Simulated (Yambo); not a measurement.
# Optical response of SiO$_{2}$

```xyz
9
Lattice="4.9166 0.0000 0.0000 -2.4583 4.2579 0.0000 0.0000 0.0000 5.4316" Properties=species:S:1:pos:R:3 pbc="T T T"
O     -1.0874     3.1144     2.9756
O      0.3049     1.7589     1.1650
O      0.7826     3.6424     4.7861
O      3.2408     0.6154     2.4561
O      1.3708     1.1435     4.2666
O      2.7632     2.4989     0.6455
Si    -1.1524     1.9961     1.8105
Si     1.3058     2.2618     0.0000
Si     2.3049     0.0000     3.6211
```

Yambo, RPA with local fields on LDA bands; 6×6×4 mesh, 90 bands, 3 Ry local-field block, 0.2 eV broadening; field along z.

```tsv
E (eV)	Im ε	Re ε	Im ε, independent particles
0.0	0.00	2.45	0.00
0.4	0.00	2.45	0.00
0.8	0.00	2.46	0.00
1.1	0.00	2.46	0.00
1.5	0.01	2.47	0.01
1.9	0.01	2.49	0.01
2.2	0.01	2.50	0.01
2.6	0.01	2.52	0.01
3.0	0.01	2.54	0.02
3.4	0.02	2.57	0.02
3.8	0.02	2.61	0.02
4.1	0.02	2.64	0.03
4.5	0.03	2.69	0.03
4.9	0.03	2.75	0.04
5.2	0.04	2.81	0.04
5.6	0.05	2.89	0.05
6.0	0.06	2.99	0.07
6.4	0.08	3.12	0.09
6.8	0.12	3.29	0.13
7.1	0.24	3.52	0.25
7.5	0.47	3.79	0.48
7.9	0.69	3.80	0.71
8.2	1.06	3.96	1.09
8.6	1.53	4.17	1.60
9.0	2.29	3.95	2.56
9.4	2.82	3.47	3.05
9.8	2.92	2.58	3.10
10.1	2.49	2.11	2.71
10.5	2.36	2.14	2.67
10.9	2.14	1.78	2.52
11.2	1.99	1.99	2.47
11.6	2.08	1.81	2.67
12.0	1.95	1.73	2.48
12.4	1.94	1.85	2.48
12.8	2.05	1.64	2.41
13.1	1.83	1.64	2.04
13.5	1.80	1.70	1.98
13.9	1.99	1.82	2.33
14.2	2.16	1.57	2.54
14.6	2.14	1.41	2.53
15.0	2.30	1.60	2.90
15.4	2.72	1.28	3.30
15.8	2.68	0.46	2.87
16.1	2.03	0.45	2.20
16.5	1.94	0.39	2.17
16.9	1.76	0.38	2.02
17.2	1.65	0.45	1.90
17.6	1.61	0.35	1.82
18.0	1.41	0.29	1.65
18.4	1.33	0.39	1.67
18.8	1.29	0.43	1.51
19.1	1.35	0.43	1.51
19.5	1.28	0.35	1.40
19.9	1.31	0.36	1.42
```

Peak heights and small wiggles depend on the k mesh. Convergence of the RPA response with its 6×6×4 mesh was not tested. No excitonic effects at this level.

Geometry of the Materials Project entry, not relaxed at this level.
